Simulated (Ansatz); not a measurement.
## Compressing Mo: a fit and a missing row

Mo, Im-3m, a = 3.150 Å. Ansatz: r2SCAN, PAW, 500 eV, Γ-centred 18×18×18 mesh on 1 atom, Gaussian smearing 0.10 eV; no spin polarisation. Symmetry fixes shape and atoms, so the cell is only scaled; pressure is positive in compression.

| V (Å³/atom) | P (GPa) |
| --- | --- |
| 13.759 | 45.50 |
| 14.228 | 31.21 |
| 14.697 | 19.06 |
| 15.166 | ? |
| 15.635 | -0.01 |
| 16.104 | -7.53 |
| 16.573 | -14.00 |
| 17.198 | -21.21 |

**Question.** Take V0 = 15.635 Å³/atom, count pressures from its P0 = -0.01 GPa, fit the third-order Birch–Murnaghan form to the other rows, and predict the missing pressure.

**Answer.** With the Eulerian strain f = ½[(V0/V)^(2/3) − 1] and y = (P − P0)/[3f(1 + 2f)^(5/2)], the form is the line y = B0 + 1.5 B0 (B0′ − 4) f. Rows (f, y): 0.04447, 275.7; 0.03244, 274.1; 0.02105, 272.4; -0.00976, 269.8; -0.01905, 269.8; -0.03077, 269.2. Means f = 0.006397, y = 271.83; Σ(Δf)² = 0.004632, ΣΔfΔy = 0.3970; the slope is their ratio. y = 271.3 + 85.70 f GPa, so B0 = 271.3 GPa and B0′ = 4 + 2 × (85.70)/(3 × 271.3) = 4.21. At V = 15.166, f = 0.01026, y = 272.18 and P = 8.80 GPa. The run gave 8.76 GPa, so the fit is 0.04 GPa too high, within the rms miss on the fitted rows (0.05 GPa).

Cost: 8 runs of about 1.2 core-minutes in all, on Intel Xeon Platinum 8259CL (Skylake/Cascade Lake) (shared hosts).